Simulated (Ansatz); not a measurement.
Consider the following.

Sr2H3NO6:
```
CELL_PARAMETERS angstrom
      6.44680     0.00000     0.00000
     -3.22340     5.58309     0.00000
      0.00000     0.00000     3.46844
ATOMIC_POSITIONS crystal
  Sr 0.66667 0.33333 0.50000
  Sr 0.33333 0.66667 0.50000
  H  0.69821 0.69821 0.00000
  H  0.00000 0.30179 0.00000
  H  0.30179 0.00000 0.00000
  N  0.00000 0.00000 0.50000
  O  0.19328 0.19328 0.50000
  O  0.00000 0.80672 0.50000
  O  0.80672 0.00000 0.50000
  O  0.54679 0.54679 0.00000
  O  0.00000 0.45321 0.00000
  O  0.45321 0.00000 0.00000
```

This is the LDA-relaxed structure.

### Question
All from DFT-LDA in the program Ansatz with PAW potentials, unless another level is named. Give the formation energy from the elements (no fitted shifts).

### Answer
-1.73 eV/atom.

### Question
What about the smallest direct gap on the standard path?

### Answer
3.10 eV.

### Question
Give the weight of the valence-edge state by species (Voronoi cells).

### Answer
O 87 %, H 8 %, Sr 4 %.

### Question
Predict the valence-band maximum.

### Answer
at K.

Space group P-62m. The first step of the workflow began from a Materials Project structure, measured or hypothetical; the Crystallography Open Database files this formula in space group No. 189, but the cells were not matched. Whether it is the stable phase at ambient conditions was not checked. Symmetry was held in the LDA relaxation. At this level the phase is dynamically unstable (imaginary phonons). The references are the lowest solids computed at this level, not always the standard phases (solids in place of the gases). Spin–orbit coupling is left out wherever it is not named.

Potentials: the later of the program's two PAW sets.
